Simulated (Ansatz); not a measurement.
An Ansatz (a program for electronic structure) run. Input:

Ansatz 0.2 input:
```yaml
crystal:
  lattice:
    - [5.1007836082, 0.0, 0.0]
    - [0.0, 5.1007836082, 0.0]
    - [0.0, 0.0, 4.1270090035]
  atoms:
    - { symbol: Pb, position: [0.5, 0.0, 0.3040399735] }
    - { symbol: Pb, position: [0.0, 0.5, 0.6959600265] }
    - { symbol: S, position: [0.0, 0.0, 0.0] }
    - { symbol: S, position: [0.5, 0.5, 0.0] }
kpoints:
  mp_grid: { grid: [5, 5, 6] }
  band_path:
    path:
      - [[0.0, 0.0, 0.0], [0.0, 0.5, 0.0], [0.5, 0.5, 0.0], [0.0, 0.0, 0.0], [0.0, 0.0, 0.5], [0.0, 0.5, 0.5], [0.5, 0.5, 0.5], [0.0, 0.0, 0.5]]  # Γ-X-M-Γ-Z-R-A-Z
      - [[0.0, 0.5, 0.0], [0.0, 0.5, 0.5]]  # X-R
      - [[0.5, 0.5, 0.0], [0.5, 0.5, 0.5]]  # M-A
      - [VBM, CBM]
    npoints: 8
hamiltonian:
  xc: r2scan
  dispersion: d4
  pseudopotentials: { azcp: { folder: ./paw }, kind: paw_fr }
magnetization: { noncollinear: true, spin_orbit: true }
scf:
  n_extra_bands: 12
  convergence: { dr2_threshold: 0.0000000001 }
  occupations: { method: gaussian, width: 0.01 }
checkpoint: { write: soc.run }
output: { eigenvalues: true }
```

Output (shortened):

```
Pseudopotential: Pb, paw, valence charge 14
Pseudopotential: S, paw, valence charge 6
Functional definition: r2SCAN
non-collinear run that drives no moment, with spin-orbit …
Crystal: 4 atoms, lattice volume = 107.376 Å³
Basis set: ecut = 500 eV, 2691 PW (Γ), exchange–correlation on 160×160×128 points (64 copies of the dense FFT grid, shifted against one another)
Bands: 52, of which v1, the nominal top of the filled ones, is band 40 counted from 1 (39 counted from 0)
Symmetry: 16 space group operations + 16 with time reversal
k-points: 24 of 150
Projection manifold: j_resolved (fully-relativistic pseudo-atomic orbitals)
SCF iter   1: F=—  HF=-25592.293751 eV  |F-HF|=—  |Δ(HF+E_count)|=         —  Δρ=3.21e-2  dr2=2.33e0  dr2_τ=1.32e-2  dr2_m=0.00e0 (ungated)  ethr=3.10e-3  |M|=0.00e0 ∫|m|=0.00e0 μB  |m|>n=0.0e0 m-floor=0.0e0 τ_xc=0.0e0  β_m=0.30  ⟨swp⟩=8.0  Hψ=3217  notcnv=0  defer=14
preconditioner: auto → Resta (q_TF=auto, 2.314 Å⁻¹)
spin=Noncollinear: Resta preconditioning applied to the charge; magnetization (m_x, m_y, m_z) channels mix plain (no charge-response kernel on spin).
SCF iter   2: F=—  HF=-25591.930798 eV  |F-HF|=—  |Δ(HF+E_count)|=   3.63e-1  Δρ=2.03e-2  dr2=8.06e-1  dr2_τ=2.24e-3  dr2_m=0.00e0 (ungated)  ethr=3.10e-3  |M|=0.00e0 ∫|m|=0.00e0 μB  |m|>n=0.0e0 m-floor=0.0e0 τ_xc=0.0e0  β_m=0.51  ⟨swp⟩=2.7  Hψ=849  notcnv=0  defer=132
SCF iter   3: F=—  HF=-25591.831603 eV  |F-HF|=—  |Δ(HF+E_count)|=   9.92e-2  Δρ=6.34e-3  dr2=3.54e-2  dr2_τ=2.53e-4  dr2_m=0.00e0 (ungated)  ethr=2.01e-3  |M|=0.00e0 ∫|m|=0.00e0 μB  |m|>n=0.0e0 m-floor=0.0e0 τ_xc=0.0e0  β_m=0.73  ⟨swp⟩=3.0  Hψ=857  notcnv=0  defer=132
SCF iter   4: F=—  HF=-25591.845516 eV  |F-HF|=—  |Δ(HF+E_count)|=   1.39e-2  Δρ=1.07e-3  dr2=9.85e-4  dr2_τ=2.15e-5  dr2_m=0.00e0 (ungated)  ethr=8.84e-5  |M|=0.00e0 ∫|m|=0.00e0 μB  |m|>n=0.0e0 m-floor=0.0e0 τ_xc=0.0e0  β_m=0.83  ⟨swp⟩=3.6  Hψ=1232  notcnv=0  defer=130
SCF iter   5: F=—  HF=-25591.846197 eV  |F-HF|=—  |Δ(HF+E_count)|=   6.80e-4  Δρ=1.59e-4  dr2=2.07e-5  dr2_τ=2.71e-7  dr2_m=0.00e0 (ungated)  ethr=2.46e-6  |M|=0.00e0 ∫|m|=0.00e0 μB  |m|>n=0.0e0 m-floor=0.0e0 τ_xc=0.0e0  β_m=0.92  ⟨swp⟩=2.5  Hψ=1002  notcnv=0  defer=130
SCF iter   6: F=—  HF=-25591.846219 eV  |F-HF|=—  |Δ(HF+E_count)|=   2.20e-5  Δρ=2.58e-5  dr2=7.08e-7  dr2_τ=1.37e-8  dr2_m=0.00e0 (ungated)  ethr=5.17e-8  |M|=0.00e0 ∫|m|=0.00e0 μB  |m|>n=0.0e0 m-floor=0.0e0 τ_xc=0.0e0  β_m=0.96  ⟨swp⟩=2.5  Hψ=1062  notcnv=0  defer=130
SCF iter   7: F=—  HF=-25591.846212 eV  |F-HF|=—  |Δ(HF+E_count)|=   6.48e-6  Δρ=4.90e-6  dr2=3.43e-8  dr2_τ=7.55e-10  dr2_m=0.00e0 (ungated)  ethr=1.77e-9  |M|=0.00e0 ∫|m|=0.00e0 μB  |m|>n=0.0e0 m-floor=0.0e0 τ_xc=0.0e0  β_m=0.94  ⟨swp⟩=2.2  Hψ=1037  notcnv=0  defer=130
SCF iter   8: F=—  HF=-25591.846212 eV  |F-HF|=—  |Δ(HF+E_count)|=   8.75e-9  Δρ=1.26e-6  dr2=2.81e-9  dr2_τ=2.92e-11  dr2_m=0.00e0 (ungated)  ethr=8.58e-11  |M|=0.00e0 ∫|m|=0.00e0 μB  |m|>n=0.0e0 m-floor=0.0e0 τ_xc=0.0e0  β_m=0.97  ⟨swp⟩=2.0  Hψ=1037  notcnv=0  defer=130
SCF iter  10: F=-25591.846212 eV  HF=-25591.846212 eV  |F-HF|=1.46e-11  |Δ(HF+E_count)|=    0.00e0  Δρ=7.99e-8  dr2=8.32e-12  dr2_τ=9.26e-14  dr2_m=0.00e0 (ungated)  ethr=1.00e-12  |M|=0.00e0 ∫|m|=0.00e0 μB  |m|>n=0.0e0 m-floor=0.0e0 τ_xc=0.0e0  ⟨swp⟩=13.2  Hψ=2930  notcnv=0
SCF 1 converged in 10 iterations: F = -25591.846212 eV  dr2 = 8.32e-12
NSCF: frozen V_eff on 40 k-points
NSCF: frozen V_eff on 40 k-points
NSCF: frozen V_eff on 40 k-points
NSCF: frozen V_eff on 40 k-points
NSCF: frozen V_eff on 16 k-points
NSCF: frozen V_eff on 11 k-points
NSCF: frozen V_eff on 21 k-points
NSCF: frozen V_eff on 16 k-points
NSCF: frozen V_eff on 24 k-points
NSCF: frozen V_eff on 22 k-points
NSCF: frozen V_eff on 24 k-points
NSCF: frozen V_eff on 22 k-points
NSCF: frozen V_eff on 25 k-points
NSCF: frozen V_eff on 33 k-points
NSCF: frozen V_eff on 21 k-points
NSCF: frozen V_eff on 5 k-points
NSCF: frozen V_eff on 84 k-points
SCF converged after 10 iterations
Magnetization: |M| = 0.0000 μB,  M = (+0.0000, +0.0000, +0.0000) μB
Absolute magnetization: 0.0000 μB (∫|m|)
  site 0: m = (+0.0000, +0.0000, +0.0000) μB, |m| = 0.0000 μB  (R = 1.17 Å)
  site 1: m = (+0.0000, +0.0000, +0.0000) μB, |m| = 0.0000 μB  (R = 1.17 Å)
  site 2: m = (+0.0000, +0.0000, +0.0000) μB, |m| = 0.0000 μB  (R = 1.17 Å)
  site 3: m = (+0.0000, +0.0000, +0.0000) μB, |m| = 0.0000 μB  (R = 1.17 Å)
Free energy (F): -25591.846212 eV
Harris-Foulkes:  -25591.846212 eV  (|F-HF|=1.46e-11)
Internal energy: -25591.846212 eV  (E = F + TS)
E sigma→0 (E₀):  -25591.846212 eV
Fermi energy:    7.585711 eV
--- Per-component energies (eV) ---
  E_band       = -143.723763
  E_kinetic    = 796.901957
  E_local      = -2440.120110  (includes V_loc(G=0)·N_el)
  E_nonlocal   = 676.178304
  E_hartree    = 920.294430
  E_xc         = -556.942532
  E_vxc        = -482.994694  (∫ρ·V_xc dr)
  E_paw        = -22002.409728  (= ΣΔE_a)
  E_vpaw       = -564.635751  (= ΣTr[D̂ρ^β])
  E_aug_tail   = -0.000019  (compensation charges beyond the density's cutoff)
  E_vtau       = 30.357642  (kinetic-family band-sum trace: ∫τ·v_τ [+ j·A + Jᵃ·Aᵃ] dr)
  E_ewald      = -2986.881053
  E_disp       = -0.520752  (pairwise vdW)
  E_core_change = 1.653291  (= ΣΔE_core)
  E_smearing   =  0.000000  (= −TS)
  E_closure    = 0.000000  (closes the sum)
  Σ components = -25591.846212   (vs F -25591.846212, Δ=0.00e0)
  [band-id]    e_kinetic+e_local+e_nonlocal+2·e_hartree+e_vxc+e_vpaw+e_augmentation_tail+e_vtau = -143.723811   (vs E_band -143.723763, Δ=-4.78e-5)
--- Band table (eV; the first three rows and the last of 24) ---
  k-point 0: bands = ["-11.0078", "-11.0078", "-10.9933", "-10.9933", "-10.9807", "-10.9807", "-10.9747", "-10.9747", "-8.4873", "-8.4873", "-8.4347", "-8.4347", "-8.4259", "-8.4259", "-8.4255", "-8.4255", "-8.3844", "-8.3844", "-8.3471", "-8.3471", …
  k-point 1: bands = ["-11.0051", "-11.0051", "-10.9923", "-10.9923", "-10.9847", "-10.9847", "-10.9703", "-10.9703", "-8.4829", "-8.4829", "-8.4299", "-8.4299", "-8.4255", "-8.4255", "-8.4196", "-8.4196", "-8.3886", "-8.3886", "-8.3528", "-8.3528", …
  k-point 2: bands = ["-10.9995", "-10.9995", "-10.9911", "-10.9911", "-10.9887", "-10.9887", "-10.9653", "-10.9653", "-8.4719", "-8.4719", "-8.4269", "-8.4269", "-8.4205", "-8.4205", "-8.4065", "-8.4065", "-8.4007", "-8.4007", "-8.3610", "-8.3610", …
  k-point 23: bands = ["-11.0013", "-11.0013", "-10.9981", "-10.9981", "-10.9710", "-10.9710", "-10.9661", "-10.9661", "-8.4812", "-8.4812", "-8.4512", "-8.4512", "-8.4039", "-8.4039", "-8.3986", "-8.3986", "-8.3738", "-8.3738", "-8.3687", "-8.3687", …
```

Cost: around 9 core-minutes (rough) on shared cores.

Space group P4/nmm. The start of the workflow was typed in or built on a structure type; neither database checked (COD, Materials Project) lists it. It is not the phase usual at ambient conditions (space group No. 225). Symmetry was held in the r²SCAN+D4 relaxation. At this level the phase is mechanically unstable. The volume moved by -18 % from the start of the relaxation.

Potentials: the earlier of the program's two PAW sets.

Ansatz is a plane-wave DFT program.
